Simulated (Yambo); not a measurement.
## Optical response of Li2O at -3 % isotropic strain

```
Li2O
1.0
    0.00000     2.21962     2.21962
    2.21962     0.00000     2.21962
    2.21962     2.21962     0.00000
Li O
2 1
Cartesian
  3.32943   3.32943   3.32943
  1.10981   1.10981   1.10981
  4.43924   4.43924   4.43924
```

Yambo, RPA with local fields on PBEsol bands; 18×18×18 mesh, 19 bands, 4 Ry local-field block, 0.2 eV broadening; field along x.

```json
[
 {"E (eV)": "0.0", "Im ε": "0.00", "Re ε": "2.76", "Im ε, independent particles": "0.00"},
 {"E (eV)": "0.4", "Im ε": "0.00", "Re ε": "2.76", "Im ε, independent particles": "0.00"},
 {"E (eV)": "0.8", "Im ε": "0.01", "Re ε": "2.77", "Im ε, independent particles": "0.01"},
 {"E (eV)": "1.1", "Im ε": "0.01", "Re ε": "2.78", "Im ε, independent particles": "0.01"},
 {"E (eV)": "1.5", "Im ε": "0.01", "Re ε": "2.80", "Im ε, independent particles": "0.01"},
 {"E (eV)": "1.9", "Im ε": "0.01", "Re ε": "2.82", "Im ε, independent particles": "0.02"},
 {"E (eV)": "2.2", "Im ε": "0.02", "Re ε": "2.85", "Im ε, independent particles": "0.02"},
 {"E (eV)": "2.6", "Im ε": "0.02", "Re ε": "2.89", "Im ε, independent particles": "0.03"},
 {"E (eV)": "3.0", "Im ε": "0.03", "Re ε": "2.94", "Im ε, independent particles": "0.03"},
 {"E (eV)": "3.4", "Im ε": "0.03", "Re ε": "3.00", "Im ε, independent particles": "0.04"},
 {"E (eV)": "3.8", "Im ε": "0.04", "Re ε": "3.07", "Im ε, independent particles": "0.05"},
 {"E (eV)": "4.1", "Im ε": "0.05", "Re ε": "3.15", "Im ε, independent particles": "0.06"},
 {"E (eV)": "4.5", "Im ε": "0.07", "Re ε": "3.26", "Im ε, independent particles": "0.08"},
 {"E (eV)": "4.9", "Im ε": "0.09", "Re ε": "3.40", "Im ε, independent particles": "0.10"},
 {"E (eV)": "5.2", "Im ε": "0.12", "Re ε": "3.59", "Im ε, independent particles": "0.14"},
 {"E (eV)": "5.6", "Im ε": "0.18", "Re ε": "3.85", "Im ε, independent particles": "0.20"},
 {"E (eV)": "6.0", "Im ε": "0.33", "Re ε": "4.24", "Im ε, independent particles": "0.38"},
 {"E (eV)": "6.4", "Im ε": "0.76", "Re ε": "4.67", "Im ε, independent particles": "0.88"},
 {"E (eV)": "6.8", "Im ε": "1.53", "Re ε": "5.08", "Im ε, independent particles": "1.87"},
 {"E (eV)": "7.1", "Im ε": "2.56", "Re ε": "4.94", "Im ε, independent particles": "3.22"},
 {"E (eV)": "7.5", "Im ε": "3.52", "Re ε": "4.09", "Im ε, independent particles": "4.28"},
 {"E (eV)": "7.9", "Im ε": "3.69", "Re ε": "3.06", "Im ε, independent particles": "4.27"},
 {"E (eV)": "8.2", "Im ε": "3.57", "Re ε": "2.55", "Im ε, independent particles": "4.09"},
 {"E (eV)": "8.6", "Im ε": "3.41", "Re ε": "2.08", "Im ε, independent particles": "3.88"},
 {"E (eV)": "9.0", "Im ε": "3.64", "Re ε": "1.44", "Im ε, independent particles": "3.93"},
 {"E (eV)": "9.4", "Im ε": "3.19", "Re ε": "0.34", "Im ε, independent particles": "3.00"},
 {"E (eV)": "9.8", "Im ε": "2.13", "Re ε": "-0.13", "Im ε, independent particles": "1.86"},
 {"E (eV)": "10.1", "Im ε": "0.96", "Re ε": "0.28", "Im ε, independent particles": "0.86"},
 {"E (eV)": "10.5", "Im ε": "0.55", "Re ε": "1.01", "Im ε, independent particles": "0.53"},
 {"E (eV)": "10.9", "Im ε": "0.44", "Re ε": "1.60", "Im ε, independent particles": "0.46"},
 {"E (eV)": "11.2", "Im ε": "0.48", "Re ε": "2.26", "Im ε, independent particles": "0.55"},
 {"E (eV)": "11.6", "Im ε": "1.00", "Re ε": "3.07", "Im ε, independent particles": "1.22"},
 {"E (eV)": "12.0", "Im ε": "2.22", "Re ε": "2.97", "Im ε, independent particles": "2.72"},
 {"E (eV)": "12.4", "Im ε": "2.58", "Re ε": "2.33", "Im ε, independent particles": "3.13"},
 {"E (eV)": "12.8", "Im ε": "2.76", "Re ε": "1.82", "Im ε, independent particles": "3.43"},
 {"E (eV)": "13.1", "Im ε": "2.47", "Re ε": "1.68", "Im ε, independent particles": "3.31"},
 {"E (eV)": "13.5", "Im ε": "2.90", "Re ε": "1.55", "Im ε, independent particles": "3.92"},
 {"E (eV)": "13.9", "Im ε": "2.93", "Re ε": "1.07", "Im ε, independent particles": "3.63"},
 {"E (eV)": "14.2", "Im ε": "2.76", "Re ε": "0.54", "Im ε, independent particles": "3.12"},
 {"E (eV)": "14.6", "Im ε": "2.60", "Re ε": "0.25", "Im ε, independent particles": "2.75"},
 {"E (eV)": "15.0", "Im ε": "2.31", "Re ε": "0.03", "Im ε, independent particles": "2.33"},
 {"E (eV)": "15.4", "Im ε": "1.90", "Re ε": "-0.11", "Im ε, independent particles": "1.87"},
 {"E (eV)": "15.8", "Im ε": "1.68", "Re ε": "-0.11", "Im ε, independent particles": "1.67"},
 {"E (eV)": "16.1", "Im ε": "1.42", "Re ε": "-0.05", "Im ε, independent particles": "1.43"},
 {"E (eV)": "16.5", "Im ε": "1.22", "Re ε": "-0.01", "Im ε, independent particles": "1.23"},
 {"E (eV)": "16.9", "Im ε": "1.15", "Re ε": "0.06", "Im ε, independent particles": "1.16"},
 {"E (eV)": "17.2", "Im ε": "1.03", "Re ε": "0.11", "Im ε, independent particles": "1.04"},
 {"E (eV)": "17.6", "Im ε": "0.92", "Re ε": "0.20", "Im ε, independent particles": "0.96"},
 {"E (eV)": "18.0", "Im ε": "0.83", "Re ε": "0.27", "Im ε, independent particles": "0.87"},
 {"E (eV)": "18.4", "Im ε": "0.80", "Re ε": "0.39", "Im ε, independent particles": "0.86"},
 {"E (eV)": "18.8", "Im ε": "0.88", "Re ε": "0.47", "Im ε, independent particles": "0.96"},
 {"E (eV)": "19.1", "Im ε": "0.87", "Re ε": "0.39", "Im ε, independent particles": "0.90"},
 {"E (eV)": "19.5", "Im ε": "0.93", "Re ε": "0.43", "Im ε, independent particles": "0.96"},
 {"E (eV)": "19.9", "Im ε": "0.79", "Re ε": "0.30", "Im ε, independent particles": "0.77"}
]
```

Peak heights and small wiggles depend on the k mesh. Convergence of the RPA response with its 18×18×18 mesh was not tested. No excitonic effects at this level.

Geometry strained from the cell relaxed with PBEsol, atoms relaxed again.
